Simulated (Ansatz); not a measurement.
input.yaml (Ansatz)

```yaml
crystal:
  lattice:
    - [5.5863834766, 0.0, 0.0]
    - [-2.7931917384, 4.837950006, 0.0]
    - [0.0, 0.0, 3.4951643125]
  atoms:
    - { symbol: In, position: [0.0, 0.0, 0.0] }
    - { symbol: In, position: [0.3333333333, 0.6666666667, 0.5] }
    - { symbol: In, position: [0.6666666667, 0.3333333333, 0.5] }
hamiltonian:
  xc: blyp
  pseudopotentials:
    kind: paw
    azcp:
      In: "pseudopotentials/In.paw.azcp"
basis:
  ecutwfc: 420
  fft_grid_basis: typed
kpoints:
  mp_grid: { grid: [9, 9, 12], shift: [0, 0, 0] }
magnetization:
  spin_polarized: false
scf:
  occupations: { method: fermi_dirac, width: 0.1 }
```

Output

```
Engine: ansatz 0.2.0, aarch64-unknown-linux-gnu
Pseudopotentials: kind: paw
Pseudopotential: In, paw, valence charge 13, recommended cutoff 420 eV (normal) 
Functional definition: BLYP
  parameter beta = 0.0042
  parameter a = 0.04918
  parameter b = 0.132
  parameter c = 0.2533
  parameter d = 0.349
  exchange = b88_x(beta = beta)
  correlation = lyp_c(a = a, b = b, c = c, d = d)
Crystal: 3 atoms, lattice volume = 94.463 Å³
Basis set: ecut = 420 eV, 1835 PW (Γ), exchange–correlation on 80×80×48 points (8 copies of the dense FFT grid, shifted against one another)
Bands: 24, of which v1, the nominal top of the filled ones, is band 20 counted from 1 (19 counted from 0)
Symmetry: 24 space group operations
Space group: P6/mmm (ITA 191), of the structure as read, at distance tolerance 4.6e-5 Å
k-points: 84 of 972
Non-local potential: In, projectors of the file, l = 0: 2, l = 1: 2, l = 2: 2, l = 3: 2
PAW form: soft (Blöchl's): semilocal exchange-correlation on the pseudo side does not see the compensation charge
PAW frozen core: In, regenerated for the run's functional, and the local potential with it (the file was generated under x = pbe(κ = 0.804, μ = 0.2195149727645171), c = pbe(β = 0.06672455060314922))
PAW one-centre angular grid: In, 590 points (default); XC on 64 Gauss nodes
Initial density: superposition of atomic densities (neutral atoms: chi_scale 0, normalization atom), corrected by the library's trained network
Initial wavefunctions: pseudopotential atomic-orbital guess
Functional: x = b88, c = lyp
SCF iter   1: F=—  HF=-16841.428737 eV  |F-HF|=—  |Δ(HF+E_count)|=         —  Δρ=5.83e-3  dr2=2.51e-2  ethr=1.77e-3  ⟨swp⟩=5.7  Hψ=8717  notcnv=0
SCF iter   2: F=—  HF=-16841.426353 eV  |F-HF|=—  |Δ(HF+E_count)|=   2.38e-3  Δρ=3.93e-3  dr2=1.20e-2  ethr=6.43e-5  ⟨swp⟩=1.0  Hψ=2688  notcnv=0
SCF iter   3: F=—  HF=-16841.427601 eV  |F-HF|=—  |Δ(HF+E_count)|=   1.25e-3  Δρ=1.51e-3  dr2=1.61e-3  ethr=3.09e-5  ⟨swp⟩=3.0  Hψ=3711  notcnv=0
SCF iter   4: F=—  HF=-16841.427149 eV  |F-HF|=—  |Δ(HF+E_count)|=   4.52e-4  Δρ=5.39e-4  dr2=3.18e-4  ethr=4.14e-6  ⟨swp⟩=3.0  Hψ=3642  notcnv=0
SCF iter   5: F=—  HF=-16841.427149 eV  |F-HF|=—  |Δ(HF+E_count)|=   3.16e-7  Δρ=1.15e-4  dr2=8.80e-6  ethr=8.16e-7  ⟨swp⟩=2.0  Hψ=3671  notcnv=0
SCF iter   6: F=—  HF=-16841.427161 eV  |F-HF|=—  |Δ(HF+E_count)|=   1.20e-5  Δρ=3.52e-5  dr2=1.13e-6  ethr=2.26e-8  ⟨swp⟩=2.0  Hψ=3271  notcnv=0
SCF iter   7: F=—  HF=-16841.427161 eV  |F-HF|=—  |Δ(HF+E_count)|=   6.96e-7  Δρ=9.41e-6  dr2=1.14e-7  ethr=2.91e-9  ⟨swp⟩=2.0  Hψ=3689  notcnv=0
SCF iter   8: F=-16841.427161 eV  HF=-16841.427161 eV  |F-HF|=1.46e-11  |Δ(HF+E_count)|=   4.91e-8  Δρ=2.78e-6  dr2=1.06e-8  ethr=2.56e-10  ⟨swp⟩=2.0  Hψ=4010  notcnv=0
SCF 1 converged in 8 iterations: F = -16841.427161 eV  dr2 = 1.06e-8
SCF converged after 8 iterations
Free energy (F): -16841.427161 eV
Harris-Foulkes:  -16841.427161 eV  (|F-HF|=1.46e-11)
Internal energy: -16841.364734 eV  (E = F + TS)
E sigma→0 (E₀):  -16841.395948 eV
Entropy (-TS):   -0.062427 eV (-20.809 meV/atom)
Fermi energy:    8.322184 eV
--- Per-component energies (eV) ---
  E_band       = -142.019409
  E_kinetic    = 721.247196
  E_local      = -3569.941326  (includes V_loc(G=0)·N_el)
  E_nonlocal   = 1091.949612
  E_hartree    = 1395.283934
  E_xc         = -640.636838
  E_vxc        = -292.828351  (∫ρ·V_xc dr)
  E_paw        = -12506.506307  (= ΣΔE_a)
  E_vpaw       = -883.017716  (= ΣTr[D̂ρ^β])
  E_aug_tail   = 0.000079  (compensation charges beyond the density's cutoff)
  E_ewald      = -3332.193690
  E_core_change = -0.567395  (= ΣΔE_core)
  E_smearing   = -0.062427  (= −TS)
  E_closure    = 0.000000  (closes the sum)
  Σ components = -16841.427161   (vs F -16841.427161, Δ=0.00e0)
```
